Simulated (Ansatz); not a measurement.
## Relaxing a structure of SnTe

The start is a relaxed SnTe cell deformed by the Cartesian strain tensor (xx, yy, zz, yz, xz, xy) = (-0.056, -0.050, 0.048, 0.054, 0.094, -0.037). The cell and all atomic positions are relaxed at zero pressure with PBEsol (plane waves to 420 eV, PAW, scalar-relativistic; Ansatz, an electronic-structure program). First-step values are on the input's coarse k-mesh.

Ansatz input (later rounds restart from its end on a renewed k-mesh):
Ansatz 0.2 input:
```yaml
crystal:
  lattice:
    - [0.1792499275, 3.1588868794, 3.4670709652]
    - [3.2642355209, 0.0550328725, 3.5912880201]
    - [2.8522751614, 2.8711435748, 0.466993232]
  atoms:
    - { symbol: Te, position: [0, 0, 0] }
    - { symbol: Sn, position: [0.5, 0.5, 0.5] }
basis: { ecutwfc: 420, ecutrho_ratio: 4, xc_grid: 2, fft_grid_basis: typed }
kpoints: { mp_grid: { grid: [7, 6, 7] } }
hamiltonian:
  xc: pbesol
  dispersion: none
  pseudopotentials: { azcp: { folder: ./paw }, kind: paw }
scf: { occupations: { method: fermi_dirac, width: 0.05 } }
relax: { f_tol: 0.01, max_steps: 100, cell: { stress_tol: 0.02 } }
output: { forces: true, stress: true }
```

### Question
How large is the pressure on the unrelaxed cell, and of which sign?

### Answer
+3.9 GPa (positive: the cell is compressed).

### Question
How much energy is released per atom?

### Answer
0.14 eV/atom.

### Question
How does the volume per atom move from start to end?

### Answer
+7.8 %, from 28.82 to 31.08 Å³/atom.

### Question
Is the parent structure recovered?

### Answer
It relaxes back to the parent, Fm-3m (No. 225).

### Question
Is the relaxed structure metallic? Give its gap.

### Answer
No clear gap: the sampled points leave 0.16 eV away from the symmetry points, which may be a band crossing missed between them.

It ends as:

```cif
data_Sn4Te4
_chemical_formula_sum 'Te4 Sn4'
_space_group_name_H-M_alt 'Fm-3m'
_space_group_IT_number 225
_space_group_name_Hall '-F 4 2 3'
_cell_length_a 6.28797
_cell_length_b 6.28797
_cell_length_c 6.28797
_cell_angle_alpha 90.000
_cell_angle_beta 90.000
_cell_angle_gamma 90.000
loop_
_atom_site_label
_atom_site_type_symbol
_atom_site_symmetry_multiplicity
_atom_site_Wyckoff_symbol
_atom_site_fract_x
_atom_site_fract_y
_atom_site_fract_z
_atom_site_occupancy
Te1 Te 4 a 0.00000 0.00000 0.00000 1
Sn1 Sn 4 b 0.50000 0.50000 0.50000 1
```
(The calculation used a cell of 2 atoms; values per cell refer to that cell.)

Final values are on a 9×9×9 k-mesh of the relaxed cell. No spin polarisation in the result. Spin-orbit coupling is missing; with elements this heavy it can move band edges by tenths of an eV or more.

The run could not lose the symmetry of its start.

All atoms sit on sites fixed by symmetry, so only the cell could relax.
